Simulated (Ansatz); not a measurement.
SrGaHO$_{2}$ in space group P4/mmm (No. 123; Sr on 1d, Ga on 1a, O on 2f, H on 1b) under volume change, PBE in the plane-wave PAW code Ansatz, shape and atoms relaxed at each volume.

```csv
V (Å³/atom),E − E(relaxed) (meV/atom),P (GPa)
10.528,40.5,13.56
10.875,17.0,8.29
11.222,4.0,3.81
11.569,0.0,0.00
11.916,3.6,-3.25
12.263,13.7,-6.01
12.610,29.3,-8.37
```

Task: What does a third-order Birch–Murnaghan fit give for V₀, B₀ and B′?

Result: V₀ = 11.57 Å³/atom, B₀ = 117 GPa, B′ = 4.4.

The start of the workflow was typed in or built on a structure type; neither database checked (COD, Materials Project) lists it. Its standing as an ambient phase is unchecked. Symmetry was held in the PBE relaxation; whether a distortion lowers the energy is not shown.

Potentials: the earlier of the program's two PAW sets.
